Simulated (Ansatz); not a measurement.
InCo$_{3}$SnS$_{2}$:
```yaml
crystal:
  lattice:
    - [2.60863, 1.50609, 4.46333]
    - [-2.60863, 1.50609, 4.46333]
    - [0.00000, -3.01218, 4.46333]
  atoms:
    - { symbol: In, position: [0.50000, 0.50000, 0.50000] }
    - { symbol: Co, position: [0.00000, 0.50000, 0.50000] }
    - { symbol: Co, position: [0.50000, 0.00000, 0.50000] }
    - { symbol: Co, position: [0.50000, 0.50000, 0.00000] }
    - { symbol: Sn, position: [0.00000, 0.00000, 0.00000] }
    - { symbol: S, position: [0.22019, 0.22019, 0.22019] }
    - { symbol: S, position: [0.77981, 0.77981, 0.77981] }
```

Cartesian axes are those of the cell as given.

Give the high-frequency dielectric tensor and the Born effective charge tensors of the independent atoms from DFPT, DFT-PBEsol in the program Ansatz with PAW potentials.


ε∞:
```
49.1  0.00  0.00
0.00  49.1  0.00
0.00  0.00  22.8
```
Z* of atom 1 (In), rows: field, columns: displacement, in e:
```
2.63  0.00  0.00
0.00  2.63  0.00
0.00  0.00  4.56
```
Z* of atom 2 (Co), rows: field, columns: displacement, in e:
```
-5.54  -2.64   0.80
-2.64  -2.49   0.46
-1.55  -0.90  -1.75
```
Z* of atom 5 (Sn), rows: field, columns: displacement, in e:
```
5.93  0.00  0.00
0.00  5.93  0.00
0.00  0.00  4.93
```
Z* of atom 6 (S), rows: field, columns: displacement, in e:
```
 1.74   0.00   0.00
 0.00   1.74   0.00
 0.00   0.00  -2.12
```

Static charges for comparison (Bader): In1 +0.70, Co2 +0.01, Sn5 +0.65, S6 -0.69 e. Born charges measure polarisation by displacement and can exceed these by far.

Space group R-3m. The first step of the workflow began from a Materials Project structure, measured or hypothetical; the Crystallography Open Database copy checked does not list it. Whether it is the stable phase at ambient conditions was not checked. The cell was relaxed with PBEsol under the symmetry of its start; whether a distortion lowers the energy is not shown. The run is not spin-polarised. Scalar-relativistic: spin–orbit coupling is off unless named, which matters more the heavier the elements.

Potentials: the later of the program's two PAW sets.
